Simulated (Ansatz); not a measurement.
Hf:
Space group P6₃/mmc (No. 194); a = b = 3.1980 Å, c = 5.0457 Å, α = β = 90.00°, γ = 120.00°

```
atom  site  symmetry       x       y       z
----  ----  --------  ------  ------  ------
Hf      2d      -6m2  0.6667  0.3333  0.2500
```

Relaxed with r²SCAN.

**Question.** Which orbitals make up the states near the Fermi level in DFT-r²SCAN in the program Ansatz with PAW potentials?

**Answer.** Within 0.5 eV of the Fermi level: Hf 5d 88 %, outside the projected shells 6 %. Projections are on Löwdin-orthogonalised atomic valence shells; empty p or d shells of many metals are not among them.

**Question.** Tabulate the density of states.

**Answer.** States/eV per cell of 2 atoms, in 0.25 eV bins, energy from the Fermi level.

| E (eV) | total | Hf 5d | Hf 6s | Hf 5p |
|---|---|---|---|---|
| -7.85 | 0.00 | 0.00 | 0.00 | 0.00 |
| -7.60 | 0.05 | 0.00 | 0.05 | 0.00 |
| -7.35 | 0.10 | 0.00 | 0.09 | 0.00 |
| -7.10 | 0.13 | 0.00 | 0.12 | 0.00 |
| -6.85 | 0.16 | 0.00 | 0.15 | 0.00 |
| -6.60 | 0.19 | 0.01 | 0.17 | 0.00 |
| -6.35 | 0.21 | 0.01 | 0.19 | 0.00 |
| -6.10 | 0.24 | 0.02 | 0.22 | 0.01 |
| -5.85 | 0.28 | 0.02 | 0.24 | 0.01 |
| -5.60 | 0.31 | 0.04 | 0.26 | 0.01 |
| -5.35 | 0.35 | 0.05 | 0.28 | 0.01 |
| -5.10 | 0.39 | 0.07 | 0.30 | 0.01 |
| -4.85 | 0.45 | 0.10 | 0.32 | 0.01 |
| -4.60 | 0.52 | 0.15 | 0.34 | 0.01 |
| -4.35 | 0.61 | 0.22 | 0.37 | 0.01 |
| -4.10 | 0.76 | 0.34 | 0.39 | 0.02 |
| -3.85 | 1.16 | 0.67 | 0.44 | 0.02 |
| -3.60 | 1.40 | 0.93 | 0.42 | 0.02 |
| -3.35 | 1.29 | 0.91 | 0.34 | 0.02 |
| -3.10 | 1.27 | 0.95 | 0.28 | 0.02 |
| -2.85 | 1.49 | 1.20 | 0.25 | 0.02 |
| -2.60 | 1.59 | 1.35 | 0.20 | 0.02 |
| -2.35 | 1.62 | 1.44 | 0.13 | 0.02 |
| -2.10 | 1.89 | 1.75 | 0.09 | 0.03 |
| -1.85 | 1.42 | 1.31 | 0.06 | 0.02 |
| -1.60 | 1.94 | 1.78 | 0.07 | 0.03 |
| -1.35 | 2.37 | 2.15 | 0.11 | 0.04 |
| -1.10 | 2.88 | 2.54 | 0.16 | 0.04 |
| -0.85 | 3.18 | 2.85 | 0.13 | 0.04 |
| -0.60 | 1.50 | 1.35 | 0.06 | 0.02 |
| -0.35 | 1.18 | 1.05 | 0.05 | 0.01 |
| -0.10 | 1.17 | 1.02 | 0.05 | 0.01 |
| 0.15 | 1.59 | 1.39 | 0.06 | 0.01 |
| 0.40 | 3.09 | 2.75 | 0.14 | 0.02 |
| 0.65 | 3.12 | 2.74 | 0.16 | 0.02 |
| 0.90 | 3.31 | 2.81 | 0.19 | 0.02 |
| 1.15 | 2.89 | 2.43 | 0.17 | 0.01 |
| 1.40 | 2.56 | 2.32 | 0.11 | 0.01 |
| 1.65 | 2.71 | 2.53 | 0.07 | 0.01 |
| 1.90 | 2.66 | 2.51 | 0.05 | 0.01 |
| 2.15 | 1.69 | 1.60 | 0.02 | 0.01 |
| 2.40 | 1.26 | 1.20 | 0.02 | 0.00 |
| 2.65 | 1.20 | 1.15 | 0.01 | 0.00 |
| 2.90 | 1.21 | 1.16 | 0.01 | 0.00 |
| 3.15 | 1.19 | 1.14 | 0.01 | 0.00 |
| 3.40 | 1.18 | 1.13 | 0.02 | 0.00 |
| 3.65 | 1.19 | 1.14 | 0.02 | 0.00 |
| 3.90 | 1.21 | 1.15 | 0.03 | 0.00 |
| 4.15 | 1.24 | 1.16 | 0.04 | 0.00 |
| 4.40 | 1.30 | 1.21 | 0.05 | 0.00 |
| 4.65 | 1.44 | 1.32 | 0.06 | 0.00 |

Space group P6_3/mmc (hcp (Mg type)). The r²SCAN relaxation kept the symmetry of its start. No spin polarisation was allowed. Axis ratios of metals converge slowly with the k-mesh, so a and c are less sure than the volume. Scalar-relativistic: spin–orbit coupling is off unless named, which matters more the heavier the elements.

Potentials: the earlier of the program's two PAW sets.
